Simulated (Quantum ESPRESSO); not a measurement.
Kohn-Sham bands of ZrPbO₃ (Amm2)

```
CELL_PARAMETERS angstrom
      4.17636     0.00000     0.00000
      0.00000     2.98069     3.06698
      0.00000    -2.98069     3.06698
ATOMIC_POSITIONS crystal
  Zr 0.50000 0.50688 0.50688
  Pb 0.00000 0.94502 0.94502
  O  0.50000 0.03203 0.56315
  O  0.50000 0.56315 0.03203
  O  0.00000 0.55991 0.55991
```

Structure: Materials Project mp-20337, symmetrised, not relaxed again. COD (Crystallography Open Database) has the formula in 2 space groups, this one among them (matched by group alone). Method: PBEsol plane waves in Quantum ESPRESSO 7.5 (PseudoDojo norm-conserving files, 68 Ry, no spin polarisation, no spin-orbit coupling), Bloch states on a 8×8×8 mesh through Γ, Wannier90 4.0.1. Density: 8×8×8 mesh, cold smearing 0.01 Ry. Spin-orbit coupling is left out although heavy elements are present.

Energies are relative to the valence-band maximum; weights are on the orthonormalised atomic waves of the pseudopotential files, averaged over the group. 44 electrons a cell are treated as valence.

**Question.** Into which isolated groups do the bands fall, where do they lie and what are they made of?

**Answer.** 
```tsv
bands	from (eV)	to (eV)	filling	weight on atomic waves
1	-47.47	-47.46	filled	Zr 4s 96 %
2–4	-25.88	-25.59	filled	Zr 4p 95 %
5–12	-17.04	-14.67	filled	Pb 5d 62 %, O 2s 31 %
13	-7.25	-6.09	filled	Pb 6s 66 %, O 2p 22 %, Zr 4d 7 %
14–22	-4.50	0.00	filled	O 2p 79 %, Zr 4d 10 %, Pb 6p 5 %
```

The Kohn-Sham gap over both meshes and the path is 2.61 eV.
